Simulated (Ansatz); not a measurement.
ZrB2, DFT, LDA, all-electron PAW with datasets made for the crystal, scalar-relativistic (Ansatz 0.2.0), run on 1 thread of Arm Neoverse N1 on a shared host.

The geometry is COD entry 1510856, unchecked; take it as a test cell. The listed cell was then made from it by scaling, straining or moving an atom.

Command: `ansatz run input.yaml --threads 1 --pin off --max-ram 6144MiB --backend cpu --events-out ev --progress --plain --runs-dir out`

```yaml
crystal:
  lattice:
    - [3.1859607001, 0.0, 0.0]
    - [-1.5929803501, 2.7591229018, 0.0]
    - [0.0, 0.0, 3.5433119376]
  atoms:
    - { symbol: Zr, position: [0.0, 0.0, 0.0] }
    - { symbol: B, position: [0.3333333333, 0.6666666667, 0.5] }
    - { symbol: B, position: [0.6666666667, 0.3333333333, 0.5] }
kpoints:
  mp_grid: { grid: [12, 12, 9] }
scf:
  occupations: { method: fermi_dirac, width: 0.05 }
hamiltonian:
  xc: lda
  pseudopotentials: { kind: all_electron, datasets: crystal }
output:
  forces: true
  stress: true
  eigenvalues: true
  efg: { contact_densities: true }
```

(1) How large is the problem that the program sets up?

(2) Estimate the wall time and the peak memory.

(3) And the same cell and mesh by PAW with the default files, asked for forces, stress, eigenvalues, efg, on the same hardware?

## Answers

(1) 95 irreducible k-points, 365 plane waves at Γ, 13 bands.

(2) 14 s of wall time for 8 SCF iterations, with a peak of 0.44 GiB. Times on shared machines scatter by tens of per cent.

(3) 5.3 s, peak memory 0.35 GiB.
